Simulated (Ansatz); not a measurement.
The relaxed structure here is a generated cell of Ca3As2: the first start was made by placing the elements on the sites of a structure type, and the end was not matched to a known phase here, so it may be hypothetical.

A structure of Ca₃As₂ relaxed with r2SCAN (plane waves to 500 eV, PAW, scalar-relativistic; Ansatz, a program for electronic structure); single points at other levels follow on the same geometry (Ansatz, PAW; HSE06 at 420 eV on a 2×2×2 k-mesh; no spin-orbit coupling). Space group Ia-3 (No. 206).

```cif
data_As16Ca24
_chemical_formula_sum 'As16 Ca24'
_space_group_name_H-M_alt 'P 1'
_space_group_IT_number 1
_cell_length_a 11.88217
_cell_length_b 11.88217
_cell_length_c 11.88217
_cell_angle_alpha 109.471
_cell_angle_beta 109.471
_cell_angle_gamma 109.471
loop_
_space_group_symop_operation_xyz
  'x, y, z'
loop_
_atom_site_label
_atom_site_type_symbol
_atom_site_fract_x
_atom_site_fract_y
_atom_site_fract_z
_atom_site_occupancy
As1 As 0.50000 0.50000 0.50000 1
As2 As 0.50000 0.00000 0.00000 1
As3 As 0.00000 0.00000 0.50000 1
As4 As 0.00000 0.50000 0.00000 1
As5 As 0.25000 0.71619 0.46619 1
As6 As 0.75000 0.78381 0.03381 1
As7 As 0.46619 0.25000 0.71619 1
As8 As 0.03381 0.75000 0.78381 1
As9 As 0.71619 0.46619 0.25000 1
As10 As 0.78381 0.03381 0.75000 1
As11 As 0.75000 0.28381 0.53381 1
As12 As 0.25000 0.21619 0.96619 1
As13 As 0.53381 0.75000 0.28381 1
As14 As 0.96619 0.25000 0.21619 1
As15 As 0.28381 0.53381 0.75000 1
As16 As 0.21619 0.96619 0.25000 1
Ca1 Ca 0.53377 0.76989 0.53953 1
Ca2 Ca 0.73036 0.99423 0.96047 1
Ca3 Ca 0.76964 0.73011 0.26388 1
Ca4 Ca 0.96623 0.50577 0.23612 1
Ca5 Ca 0.53953 0.53377 0.76989 1
Ca6 Ca 0.96047 0.73036 0.99423 1
Ca7 Ca 0.26388 0.76964 0.73011 1
Ca8 Ca 0.23612 0.96623 0.50577 1
Ca9 Ca 0.76989 0.53953 0.53377 1
Ca10 Ca 0.99423 0.96047 0.73036 1
Ca11 Ca 0.73011 0.26388 0.76964 1
Ca12 Ca 0.50577 0.23612 0.96623 1
Ca13 Ca 0.46623 0.23011 0.46047 1
Ca14 Ca 0.26964 0.00577 0.03953 1
Ca15 Ca 0.23036 0.26989 0.73612 1
Ca16 Ca 0.03377 0.49423 0.76388 1
Ca17 Ca 0.46047 0.46623 0.23011 1
Ca18 Ca 0.03953 0.26964 0.00577 1
Ca19 Ca 0.73612 0.23036 0.26989 1
Ca20 Ca 0.76388 0.03377 0.49423 1
Ca21 Ca 0.23011 0.46047 0.46623 1
Ca22 Ca 0.00577 0.03953 0.26964 1
Ca23 Ca 0.26989 0.73612 0.23036 1
Ca24 Ca 0.49423 0.76388 0.03377 1
```

| level | gap (eV) | kind | conduction minimum |
|---|---|---|---|
| r2SCAN | 2.08 | indirect | Γ |
| HSE06 | ___ | – | ___ |

Question: Some entries are withheld; supply them.

Answer: 
- HSE06, gap (eV): 2.29
- HSE06, conduction minimum: Γ

HSE06 gaps come from a coarse mesh plus a few chosen points, so they may be too large. For this cell size the semilocal gaps come from the SCF mesh and high-symmetry points. No spin polarisation in the result.

The run could not lose the symmetry of its start: the end is stationary, and may be a saddle point rather than a minimum.
